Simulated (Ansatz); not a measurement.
Relaxed-ion elastic tensor of Ti3InN (anti-perovskite, Pm-3m) in GPa (Voigt order), LDA (plane waves, PAW; program Ansatz); density 6.52 g/cm³, 13.88 Å³ per atom.

|  | 1 | 2 | 3 | 4 | 5 | 6 |
|---|---|---|---|---|---|---|
| 1 | 228 | 156 | 156 | 0.0 | 0.0 | 0.0 |
| 2 | 156 | 228 | 156 | 0.0 | 0.0 | 0.0 |
| 3 | 156 | 156 | 228 | 0.0 | 0.0 | 0.0 |
| 4 | 0.0 | 0.0 | 0.0 | 56.5 | 0.0 | 0.0 |
| 5 | 0.0 | 0.0 | 0.0 | 0.0 | 56.5 | 0.0 |
| 6 | 0.0 | 0.0 | 0.0 | 0.0 | 0.0 | 56.5 |

**Question.** Is the crystal mechanically stable?

**Answer.** Yes: the smallest eigenvalue of C is 56.5 GPa.

**Question.** Work out the Voigt, Reuss and Hill averages.

**Answer.** K_V = 180, K_R = 180, K_H = 180; G_V = 48.3, G_R = 45.9, G_H = 47.1 GPa.

**Question.** Give Young's modulus, Poisson's ratio, Pugh's ratio and the universal anisotropy index.

**Answer.** E = 9KG/(3K + G) = 130 GPa; ν = 0.38; K/G = 3.83 (ductile by the Pugh limit of 1.75); A_U = 5G_V/G_R + K_V/K_R − 6 = 0.25.

**Question.** Estimate the sound speeds and the Debye temperature.

**Answer.** v_l = √((K + 4G/3)/ρ) = 6110 m/s, v_t = √(G/ρ) = 2690 m/s, mean 3040 m/s; Θ = (h/k)(3n/4πV)^(1/3) v_m = 376 K.

**Question.** Give the Zener ratio and Young's modulus along [100], [110] and [111].

**Answer.** A = 2C44/(C11 − C12) = 1.58; 1/E = S11 − 2(S11 − S12 − S44/2)Γ with Γ = 0, 1/4, 1/3 gives 101, 136, 154 GPa.

**Question.** Solve the Christoffel equation for the three sound speeds along [100], [110], [111].

**Answer.** Eigenvalues of C_ijkl n_j n_l equal ρv². In km/s, slowest first: [100] 2.95, 2.95, 5.92; [110] 2.35, 2.95, 6.18; [111] 2.56, 2.56, 6.26.

The first step of the workflow began from a Materials Project structure, measured or hypothetical; the Crystallography Open Database copy checked does not list it. Its standing as an ambient phase is unchecked. The LDA relaxation kept the symmetry of its start; of distortions, only those at the zone centre were tested. No spin polarisation was allowed. As this level gives no gap, shear constants depend on the k-mesh and smearing (Fermi–Dirac, 0.1 eV here). On the denser mesh and wider smearing of the elastic run this cell carries a stress of 0.3 GPa.

Potentials: the later of the program's two PAW sets.
